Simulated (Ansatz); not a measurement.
**La3Te4: computed property card**

La₃Te₄:
```xyz
14
Lattice="-4.7246 4.7246 4.7246 4.7246 -4.7246 4.7246 4.7246 4.7246 -4.7246" Properties=species:S:1:pos:R:3 pbc="T T T"
Te     0.7329     0.7329     0.7329
Te    -1.6295     1.6295     6.3541
Te    -0.7329     3.9918     0.7329
Te     6.3541    -1.6295     1.6295
Te     0.7329    -0.7329     3.9918
Te     3.0952     3.0952     3.0952
Te     3.9918     0.7329    -0.7329
Te     1.6295     6.3541    -1.6295
La     3.5435     0.0000     2.3623
La     2.3623     3.5435     0.0000
La     1.1812     0.0000     7.0870
La     7.0870     1.1812     0.0000
La     0.0000     2.3623     3.5435
La     0.0000     7.0870     1.1812
```

Space group I-43d (No. 220); conventional cell a = b = c = 9.449 Å, α = β = γ = 90.00°.

Method: LDA (plane waves, PAW; program Ansatz). Structure relaxed to zero pressure with the same functional. Other levels are named where they apply.

**Cell and energy**

| Quantity | Result |
|---|---|
| Volume per atom | 30.13 Å³ |
| Density | 7.30 g/cm³ |
| Formation energy from the elements (no fitted shifts) | -1.64 eV/atom |

**Electronic structure**

| Property | Result |
|---|---|
| Electronic character | metallic (no gap) |
| Density of states at the Fermi level | 0.96 states/eV per atom (mean over ±0.08 eV) |

**Mechanics**

| Item | Result |
|---|---|
| Bulk modulus (Birch–Murnaghan fit) | 62.8 GPa |
| Pressure derivative B′ | 4.5 |

The workflow started from an entry of the Crystallography Open Database (COD). Whether it is the stable phase at ambient conditions was not checked. The cell was relaxed with LDA under the symmetry of its start; whether a distortion lowers the energy is not shown. The references are the lowest solids computed at this level, not always the standard phases. Scalar-relativistic: spin–orbit coupling is off unless named, which matters more the heavier the elements.

Potentials: the later of the program's two PAW sets.
